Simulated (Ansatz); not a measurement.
Crystals of one structure type (zinc blende) and one family of elements, relaxed and computed with the program Ansatz at the r²SCAN level (PAW).

| crystal | V (Å³/atom) | gap (eV) |
|---|---|---|
| GaP | 20.25 | 1.85 |
| GaAs | 22.73 | ? |
| InP | 25.77 | 1.02 |
| InAs | 28.48 | 0.08 |
| GaSb | 28.83 | 0.42 |

Question: Fit a straight line to E_g against V and predict the withheld value.

Answer: Least squares on the 4 shown rows: E_g = -0.189 × V + (5.725), with a scatter of 0.17. For GaAs this gives 1.43. The run itself gave 0.97, outside the scatter: the line misses something about this case.

All cells were relaxed under the symmetry of their starts (and spin orders); stability against distortions was not tested throughout. Spin–orbit coupling is left out wherever it is not named.

Potentials: the earlier of the program's two PAW sets.
